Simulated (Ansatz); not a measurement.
Ga2Mo in space group Fddd (No. 70; Ga on 16f, Mo on 8b) under volume change, DFT-PBEsol in the program Ansatz with PAW potentials, shape and atoms relaxed at each volume.

| V (Å³/atom) | E − E(relaxed) (meV/atom) | P (GPa) |
|---|---|---|
| 13.573 | 72.4 | 18.88 |
| 14.021 | 30.3 | 11.49 |
| 14.468 | 7.1 | 5.26 |
| 14.916 | 0.0 | 0.00 |
| 15.363 | 6.4 | -4.42 |
| 15.811 | 24.0 | -8.14 |
| 16.258 | 51.2 | -11.22 |

Task: What does a third-order Birch–Murnaghan fit give for V₀, B₀ and B′?

Result: V₀ = 14.92 Å³/atom, B₀ = 160 GPa, B′ = 4.8.

The start of the workflow was typed in or built on a structure type; neither database checked (COD, Materials Project) lists it. Whether it is the stable phase at ambient conditions was not checked. The PBEsol relaxation kept the symmetry of its start; whether a distortion lowers the energy is not shown. No spin polarisation was allowed.

Potentials: the earlier of the program's two PAW sets. The files were generated under PBE; for other functionals the program regenerates the frozen cores, and for LDA and PBEsol the local potential too.
